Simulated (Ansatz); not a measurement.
Relaxed-ion elastic tensor of SiNi (rock salt, Fm-3m) in GPa (Voigt order), DFT-r²SCAN in the program Ansatz with PAW potentials; density 5.54 g/cm³, 13.01 Å³ per atom.

```
  235    107    107    0.0    0.0    0.0
  107    235    107    0.0    0.0    0.0
  107    107    235    0.0    0.0    0.0
  0.0    0.0    0.0  -40.9    0.0    0.0
  0.0    0.0    0.0    0.0  -40.9    0.0
  0.0    0.0    0.0    0.0    0.0  -40.9
```

Q: Is the crystal mechanically stable?

A: No: the smallest eigenvalue of C is -40.9 GPa.

The cell is a constructed one: a structure type filled with these elements; neither database checked (COD, Materials Project) lists it. It is not the phase usual at ambient conditions (space group No. 62). The cell was relaxed with r²SCAN under the symmetry of its start. At this level the phase is mechanically unstable. The workflow began spin-polarised and lost its moments. The cell computed holds one magnetic atom, so no antiferromagnetic order was within reach. As this level gives no gap, shear constants depend on the k-mesh and smearing (Fermi–Dirac, 0.1 eV here).

Potentials: the later of the program's two PAW sets.
